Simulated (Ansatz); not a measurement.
AlN:
```cif
data_AlN
_chemical_formula_sum 'Al1 N1'
_space_group_name_H-M_alt 'P 1'
_space_group_IT_number 1
_cell_length_a 3.07040
_cell_length_b 3.07040
_cell_length_c 3.07040
_cell_angle_alpha 60.000
_cell_angle_beta 60.000
_cell_angle_gamma 60.000
loop_
_space_group_symop_operation_xyz
  'x, y, z'
loop_
_atom_site_label
_atom_site_type_symbol
_atom_site_fract_x
_atom_site_fract_y
_atom_site_fract_z
_atom_site_occupancy
Al1 Al 0.00000 0.00000 0.00000 1
N1 N 0.25000 0.25000 0.25000 1
```

This is the LDA-relaxed structure.

Task: All from DFT-LDA in the program Ansatz with PAW potentials, unless another level is named. Predict the formation energy from the elements (no fitted shifts).

Result: -1.64 eV/atom.

Task: Next, the smallest direct gap on the standard path?

Result: 4.39 eV.

Task: Give the hole effective mass, band 3 of 3 at the edge.

Result: 0.33 along [100], 0.27 along [110], 0.25 along [111] (mₑ).

Task: What about the hole effective mass, band 2 of 3 at the edge?

Result: 1.4 along [100], 1.4 along [110], 4.4 along [111] (mₑ).

Task: Give the valence-band maximum.

Result: at Γ.

Space group F-43m (zinc blende). The LDA relaxation kept the symmetry of its start. The references are the lowest solids computed at this level, not always the standard phases (solids in place of the gases).

Potentials: the earlier of the program's two PAW sets. The files were generated under PBE; for other functionals the program regenerates the frozen cores, and for LDA and PBEsol the local potential too.
